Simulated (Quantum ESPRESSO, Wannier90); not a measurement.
## Tight-binding from DFT: CsGeCl3 (R3m)

Materials Project entry mp-22988; symmetrised, unrelaxed at this level. Not found in the COD (Crystallography Open Database) copy used; not checked further. Level: PBEsol, spinors with spin-orbit coupling; pw.x of Quantum ESPRESSO at 63 Ry with PseudoDojo potentials, 4×4×4 k-points, Wannier90. Density: 6×6×6 mesh, cold smearing 0.01 Ry.

```
begin unit_cell_cart
ang
    3.8468149941    2.2209596724    3.1783000000
   -3.8468149941    2.2209596724    3.1783000000
    0.0000000000   -4.4419193447    3.1783000000
end unit_cell_cart
mp_grid = 4 4 4
```

### Question
Which shells of neighbouring k-points and which b-vectors and weights does Wannier90 pick for this cell and mesh?

### Answer
```
 *---------------------------------- K-MESH ----------------------------------*
 +----------------------------------------------------------------------------+
 |                    Distance to Nearest-Neighbour Shells                    |
 |                    ------------------------------------                    |
 |          Shell             Distance (Ang^-1)          Multiplicity         |
 |          -----             -----------------          ------------         |
 |             1                   0.287610                      6            |
 |             2                   0.405141                      6            |
 |             3                   0.408337                      6            |
 |             4                   0.494225                      2            |
 |             5                   0.499458                      6            |
 |             6                   0.575220                      6            |
 |             7                   0.641091                     12            |
 |             8                   0.645134                     12            |
       ... (lines left out)
 +----------------------------------------------------------------------------+
 | The b-vectors are chosen automatically                                     |
 | The following shells are used:                       1,  2                 |
 +----------------------------------------------------------------------------+
 |                        Shell   # Nearest-Neighbours                        |
 |                        -----   --------------------                        |
 |                          1               6                                 |
 |                          2               6                                 |
 +----------------------------------------------------------------------------+
 | Completeness relation is fully satisfied [Eq. (B1), PRB 56, 12847 (1997)]  |
 +----------------------------------------------------------------------------+
 |                  b_k Vectors (Ang^-1) and Weights (Ang^2)                  |
 |                  ----------------------------------------                  |
 |            No.         b_k(x)      b_k(y)      b_k(z)        w_b           |
 |            ---        --------------------------------     --------        |
 |             1         0.000000   -0.235753    0.164742     5.949520        |
 |             2        -0.204168    0.117877    0.164742     5.949520        |
 |             3         0.204168    0.117877    0.164742     5.949520        |
 |             4         0.000000    0.235753   -0.164742     5.949520        |
 |             5         0.204168   -0.117877   -0.164742     5.949520        |
 |             6        -0.204168   -0.117877   -0.164742     5.949520        |
 |             7        -0.204168   -0.117877    0.329484     0.047878        |
 |             8         0.204168   -0.117877    0.329484     0.047878        |
 |             9         0.000000    0.235753    0.329484     0.047878        |
 |            10         0.204168    0.117877   -0.329484     0.047878        |
 |            11        -0.204168    0.117877   -0.329484     0.047878        |
 |            12         0.000000   -0.235753   -0.329484     0.047878        |
```
